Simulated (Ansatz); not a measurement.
Bi (A7 (α-As type)), relaxed with PBE (Ansatz, a first-principles code, plane waves, PAW): a = 4.583 Å, b = 4.583 Å, c = 12.166 Å, α = 90.00°, β = 90.00°, γ = 120.00°.

Task: The same phase is relaxed and computed with r²SCAN in the same code. What is the cell now?

Result: a = 4.5350 Å, b = 4.5350 Å, c = 12.3718 Å, α = 90.00°, β = 90.00°, γ = 120.00°.

All cells were relaxed under the symmetry of their starts (and spin orders); stability against distortions was not tested throughout. Spin–orbit coupling is left out wherever it is not named.

Potentials: the earlier of the program's two PAW sets.

Ansatz is a plane-wave DFT program.
